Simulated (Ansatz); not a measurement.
The cell of Al₃BN₂ is invented: random cell by space group and Wyckoff sites (I4/mmm, No. 139). Lengths were set from tabulated atomic sizes, so they are only a guess.

Space group I4/mmm (No. 139). a = 4.438 Å, b = 4.438 Å, c = 8.278 Å, α = 90.00°, β = 90.00°, γ = 90.00°
```csv
atom,site,symmetry,x,y,z
Al,4c,mmm.,0.0000,0.5000,0.0000
Al,2a,4/mmm,0.0000,0.0000,0.0000
B,2b,4/mmm,0.5000,0.5000,0.0000
N,4e,4mm,0.0000,0.0000,0.3224
```

Method: Ansatz, DFT PBE, scalar-relativistic, plane waves, PAW. Cutoff 420 eV, Gaussian smearing, Γ-centred meshes. Cell and atoms relax first on a coarse mesh and then on a finer one. In between, the cell is made exact in the group found at 0.06 Å. In metals the finer mesh still leaves noise of several meV/atom or more. The steps can't lower the symmetry of their start. No spin polarisation in the relaxation; trial moments died out in a coarse test.

A guess keeps its type if space group and coordination stay and the shape of the cell changes little (axis ratios within about 15 %, angles within 6°); the volume may change.

Problem. Will the relaxed cell still be of the starting type?

Solution. It doesn't keep its type. The symmetry stays I4/mmm (No. 139). The volume per atom grows by 15.2 %, from 13.6 to 15.7 Å³. The shortest distance goes from 1.47 Å (B–N) to 1.34 Å (B–N). The ratio c/a of the conventional cell changes by a factor of 0.63. Counting neighbours within 15 % of an atom's shortest distance, the start has Al 4, B 2, N 1 and the end Al 2/8, B 2, N 1. In detail, at the end around Al on a site of symmetry mmm lie 2 Al at 2.72 Å, 2 B at 2.72 Å, 4 N at 3.03 Å, 2 Al at 3.18 Å and 4 N at 3.28 Å; around B lie 2 N at 1.34 Å and 4 Al at 2.72 Å; around N lie 1 B at 1.34 Å, 1 Al at 1.84 Å, 1 N at 2.67 Å, 4 Al at 3.03 Å and 4 Al at 3.28 Å; 1 more site not described.

```
Al B N
1.0
    -2.71806    2.71806    3.17930
     2.71806   -2.71806    3.17930
     2.71806    2.71806   -3.17930
Al B N
3 1 2
Direct
  0.50000 0.00000 0.50000
  0.00000 0.50000 0.50000
  0.00000 0.00000 0.00000
  0.50000 0.50000 0.00000
  0.29001 0.29001 0.00000
  0.70999 0.70999 0.00000
```

The last run used a 10×10×10 mesh for its 6-atom cell and Gaussian smearing of 0.10 eV. Symmetry constrained the relaxation, so the result can be a saddle point. Another cell of Al3BN2 relaxed alike, in P-3m1, lies 0.90 eV/atom lower, so this cell isn't the stable form at this level.

In counts of neighbours, a slash parts the counts of unlike sites.
